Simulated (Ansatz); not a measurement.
Ti:
```
CELL_PARAMETERS angstrom
      4.45100     0.00000     0.00000
     -2.22550     3.85468     0.00000
      0.00000     0.00000     2.77045
ATOMIC_POSITIONS crystal
  Ti 0.00000 0.00000 0.00000
  Ti 0.33333 0.66667 0.50000
  Ti 0.66667 0.33333 0.50000
```

Relaxed with LDA. Special points in fractions of this cell's reciprocal vectors: Γ (0.000, 0.000, 0.000); M (0.500, 0.000, 0.000); K (0.333, 0.333, 0.000); A (0.000, 0.000, 0.500); L (0.500, 0.000, 0.500); H (0.333, 0.333, 0.500).

### Question
List the band energies nearest the Fermi level at these points for LDA in the plane-wave PAW code Ansatz.

### Answer
In eV from the Fermi level; about four levels below and three above (degenerate sets whole), none deeper than 8.9 eV; points with the same levels are listed once.

```csv
k,below,above
Γ,-0.70 -0.70 -0.59 -0.59,0.01 0.72 1.36 1.36
M,-2.81 -0.51 -0.49 -0.41,0.02 0.58 1.01
K,-3.13 -3.13 -0.37 -0.37 -0.06,0.12 0.51 0.51
A,-2.17 -1.80 -1.80 -1.67,1.13 1.13 1.34 1.34
L,-1.88 -1.33 -0.72 -0.66,0.31 0.84 1.14
H,-1.49 -1.49 -1.16 -1.16 -1.07,0.66 0.66 0.80 0.80
```

Space group P6/mmm. This is a known high-pressure phase of the composition, computed here at zero pressure and temperature. The LDA relaxation kept the symmetry of its start; its stability against distortions is not shown here. No spin polarisation was allowed.

Potentials: the earlier of the program's two PAW sets. The files were generated under PBE; for other functionals the program regenerates the frozen cores, and for LDA and PBEsol the local potential too.
